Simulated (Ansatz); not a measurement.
**LaMnFeSi2: what a change of hamiltonian.hubbard does**

Computed with the plane-wave PAW code Ansatz (scalar-relativistic, PAW set soft_2): PBEsol, collinear spin, 420 eV cutoff, k-mesh 4×4×2 shifted by half a step. These are the settings of the reference run.

Cell:

```
cell
1.0
     3.9666   -3.9666    0.0000
    -3.9666   -3.9666    0.0000
     0.0000    0.0000  -10.2853
Fe La Mn Si
4 4 4 8
Direct
  0.7500 0.2500 0.2500
  0.2500 0.2500 0.7500
  0.2500 0.7500 0.2500
  0.7500 0.7500 0.7500
  0.5000 0.0000 0.5000
  0.0000 0.0000 0.0000
  0.0000 0.5000 0.5000
  0.5000 0.5000 0.0000
  0.2500 0.2500 0.2500
  0.7500 0.2500 0.7500
  0.7500 0.7500 0.2500
  0.2500 0.7500 0.7500
  0.0000 0.5000 0.8682
  0.5000 0.5000 0.3682
  0.5000 0.0000 0.8682
  0.0000 0.0000 0.3682
  0.0000 0.0000 0.6318
  0.5000 0.0000 0.1318
  0.5000 0.5000 0.6318
  0.0000 0.5000 0.1318
```

The reference run of this cell is solved again as a single point with these keys changed:

| key | reference run | changed run |
| --- | --- | --- |
| hamiltonian.hubbard | not typed | {sites: [{species: La, l: f, u_eff: 2.0}], double_counting: fll} |

Question: How does the changed run end?

Answer: 

```
               quantity  reference run  changed run
         pressure (GPa)           -0.1          0.3
   largest force (eV/Å)           0.01         0.01
   gap on the mesh (eV)           0.00         0.00
moment of the cell (μB)           9.96         9.98
```

The Hamiltonian isn't the same, so energies aren't compared. It took 20 iterations.

Caveats: a single point, atoms not relaxed again; a change of U can also leave the f or d shell in another state.
